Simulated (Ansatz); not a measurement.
# Relaxing a structure of SiNi

The start is a generated cell, SiNi built in the NbAs structure type. The structure is fully relaxed (lattice and positions, P = 0) with PBE (plane waves to 420 eV, PAW, scalar-relativistic; Ansatz, a program for electronic structure). The first steps use a coarse 11×11×11 k-mesh.

Starting cell:
```
CELL_PARAMETERS angstrom
     -1.52065     1.52065     5.14818
      1.52065    -1.52065     5.14818
      1.52065     1.52065    -5.14818
ATOMIC_POSITIONS crystal
  Ni 0.50000 0.50000 0.00000
  Ni 0.25000 0.75000 0.50000
  Si 0.91600 0.91600 0.00000
  Si 0.66600 0.16600 0.50000
```
Spin-polarised start, with parallel moments on Ni.

**Question.** What pressure does the first self-consistent step give?

**Answer.** +11 GPa (positive: the cell is compressed).

**Question.** What is the largest force in the starting geometry, and on which atom (counted from 1)?

**Answer.** About 0.2 eV/Å, on Ni1, Ni2, Si3, Si4 (atoms numbered as listed).

**Question.** How much energy is released per atom?

**Answer.** 0.10 eV/atom.

**Question.** How does the volume change?

**Answer.** +3.4 %, from 11.90 to 12.31 Å³/atom.

**Question.** How do the shortest distances between atoms change?

**Answer.** The closest pairs of elements (up to four, under 3.6 Å), start → end: Ni–Si 2.29 → 2.38 Å; Si–Si 2.99 → 2.68 Å; Ni–Ni 2.99 → 2.68 Å.

**Question.** What band gap does the relaxed structure have at this level?

**Answer.** Zero (metallic).

**Question.** What magnetic moments remain?

**Answer.** Zero (the starting moments vanished).

**Question.** Write out the relaxed structure.

**Answer.** 
Space group I4₁md (No. 109); a = b = 2.677 Å, c = 13.740 Å, α = β = γ = 90.00°

| atom | site | symmetry | x | y | z |
|---|---|---|---|---|---|
| Ni | 4a | 2mm. | 0.0000 | 0.0000 | 0.0105 |
| Si | 4a | 2mm. | 0.0000 | 0.0000 | 0.4055 |
(The calculation used a cell of 4 atoms; values per cell refer to that cell.)

The space group stays I4₁md (No. 109) (the run could not lower it), with 4 atoms in the primitive cell. Final values are on a 17×17×17 k-mesh of the relaxed cell. No spin polarisation in the result: the starting moments vanished. A magnetic state may lie lower.

The run could not lose the symmetry of its start: the end is stationary, and may be a saddle point rather than a minimum.

The relaxed structure here is a generated cell of SiNi: the first start was made by placing the elements on the sites of a structure type, and the end was not matched to a known phase here, so it may be hypothetical. Known forms of SiNi include space group No. 62.
